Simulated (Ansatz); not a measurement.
Sb:
```cif
data_Sb6
_chemical_formula_sum 'Sb6'
_space_group_name_H-M_alt 'R-3m :H'
_space_group_IT_number 166
_space_group_name_Hall '-R 3 2"'
_cell_length_a 4.32911
_cell_length_b 4.32911
_cell_length_c 11.40118
_cell_angle_alpha 90.000
_cell_angle_beta 90.000
_cell_angle_gamma 120.000
loop_
_atom_site_label
_atom_site_type_symbol
_atom_site_symmetry_multiplicity
_atom_site_Wyckoff_symbol
_atom_site_fract_x
_atom_site_fract_y
_atom_site_fract_z
_atom_site_occupancy
Sb1 Sb 6 c 0.00000 0.00000 0.23268 1
```
(The calculation used a cell of 2 atoms; values per cell refer to that cell.)

Relaxed with r²SCAN+D4.

Which orbitals make up the states near the Fermi level in plane-wave PAW r²SCAN+D4 (Ansatz code)?

Within 0.5 eV of the Fermi level: Sb 5p 82 %, Sb 5s 14 %. Projections are on Löwdin-orthogonalised atomic valence shells; empty p or d shells of many metals are not among them.

Tabulate the density of states.

States/eV per cell of 2 atoms, in 0.25 eV bins, energy from the Fermi level.

```
E (eV)  total  Sb 5p  Sb 5s
------  -----  -----  -----
-7.85    0.40   0.09   0.31
-7.60    0.32   0.07   0.25
-7.35    0.26   0.06   0.20
-7.10    0.21   0.05   0.16
-6.85    0.17   0.04   0.13
-6.60    0.13   0.03   0.10
-6.35    0.10   0.02   0.08
-6.10    0.08   0.01   0.06
-5.85    0.06   0.01   0.05
-5.60    0.53   0.47   0.06
-5.35    0.78   0.73   0.05
-5.10    0.80   0.76   0.03
-4.85    0.82   0.79   0.03
-4.60    0.92   0.88   0.04
-4.35    1.05   0.99   0.04
-4.10    1.25   1.19   0.05
-3.85    1.51   1.44   0.06
-3.60    1.50   1.42   0.07
-3.35    1.47   1.39   0.07
-3.10    1.48   1.38   0.08
-2.85    1.47   1.36   0.09
-2.60    1.50   1.38   0.10
-2.35    1.49   1.36   0.11
-2.10    1.59   1.45   0.12
-1.85    1.30   1.16   0.12
-1.60    1.07   0.94   0.12
-1.35    1.10   0.94   0.14
-1.10    0.90   0.76   0.12
-0.85    0.72   0.60   0.10
-0.60    0.48   0.40   0.07
-0.35    0.31   0.25   0.05
-0.10    0.05   0.04   0.01
0.15     0.21   0.17   0.03
0.40     0.98   0.81   0.13
0.65     1.61   1.35   0.19
0.90     1.54   1.31   0.17
1.15     1.28   1.09   0.13
1.40     1.19   1.02   0.11
1.65     1.23   1.04   0.10
1.90     1.56   1.21   0.10
2.15     1.92   1.41   0.10
2.40     1.41   1.11   0.07
2.65     1.10   0.94   0.05
2.90     1.10   0.94   0.05
3.15     1.23   0.99   0.04
3.40     1.41   1.03   0.04
3.65     1.24   0.90   0.04
3.90     0.96   0.71   0.03
4.15     0.83   0.61   0.02
4.40     1.19   0.63   0.02
4.65     1.56   0.66   0.02
```

The r²SCAN+D4 relaxation kept the symmetry of its start. Scalar-relativistic: spin–orbit coupling is off unless named, which matters more the heavier the elements.

Potentials: the earlier of the program's two PAW sets.
